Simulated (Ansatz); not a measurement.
CaS (rock salt, Fm-3m), PBEsol in the plane-wave PAW code Ansatz: ε∞ = 5.21, cell volume 44.69 Å³. Infrared-active transverse modes:

```json
[
 {"ω_TO (cm⁻¹)": "230.3", "oscillator strength S_xx (e²/amu)": "0.3100"}
]
```

Task: Compute the static dielectric constant.

Result: Each mode adds (4.921e7/V) S/ω²: 6.44. So ε0 = 11.6.

Task: What LO frequency does the Lyddane–Sachs–Teller relation give?

Result: ω_LO = ω_TO √(ε0/ε∞) = 344 cm⁻¹.

Symmetry was held in the PBEsol relaxation; of distortions, only those at the zone centre were tested.

Potentials: the later of the program's two PAW sets.
